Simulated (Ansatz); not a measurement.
Ta₂N (anti-CdI2 type, space group No. 164) under volume change, DFT-PBEsol in the program Ansatz with PAW potentials, shape and atoms relaxed at each volume.

```
V (Å³/atom)  E − E(relaxed) (meV/atom)  P (GPa)
-----------  -------------------------  -------
12.005                           113.9    33.52
12.401                            47.7    20.46
12.797                            11.2     9.36
13.192                             0.0     0.00
13.588                             9.9    -7.77
13.984                            37.4   -14.35
14.380                            80.1   -20.09
```

### Question
What does a third-order Birch–Murnaghan fit give for V₀, B₀ and B′?

### Answer
V₀ = 13.20 Å³/atom, B₀ = 285 GPa, B′ = 4.6.

Space group P-3m1 (anti-CdI2 type). The PBEsol relaxation kept the symmetry of its start. The run is not spin-polarised. The volume moved by 17 % from the start of the relaxation. Spin–orbit coupling is left out wherever it is not named.

Potentials: the later of the program's two PAW sets.
